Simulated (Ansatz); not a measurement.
MgB$_{2}$:
Space group P6/mmm (No. 191); a = b = 3.060 Å, c = 3.509 Å, α = β = 90.00°, γ = 120.00°

```
atom  site  symmetry       x       y       z
----  ----  --------  ------  ------  ------
Mg      1a     6/mmm  0.0000  0.0000  0.0000
B       2d      -6m2  0.3333  0.6667  0.5000
```

Relaxed with DFT-PBEsol in the program Ansatz with PAW potentials. Indices refer to the conventional cell of P6/mmm, a = b = 3.060 Å, c = 3.509 Å, α = β = 90.00°, γ = 120.00°.

Task: Simulate the powder diffraction pattern (Co Kα, λ = 1.79026 Å; lines above 1 %) up to 2θ = 90°.

Result: Simulated powder pattern, Co Kα, λ = 1.79026 Å (kinematic, ideal powder, no thermal factors, no anomalous dispersion; the 30 strongest lines at most, above 1 %, up to 2θ = 90°):

```tsv
2θ (°)	d (Å)	I/Imax (%)	hkl
29.55	3.509	3.7	(0001)
39.48	2.650	28	(1 0 -1 0)
50.08	2.115	100	(1 0 -1 1)
61.34	1.755	13	(0002)
71.61	1.530	24	(1 1 -2 0)
75.44	1.463	9.5	(1 0 -1 2)
79.32	1.403	3.4	(1 1 -2 1)
84.99	1.325	3.4	(2 0 -2 0)
```

The cell was relaxed with PBEsol under the symmetry of its start; of distortions, only those at the zone centre were tested.

Potentials: the later of the program's two PAW sets.
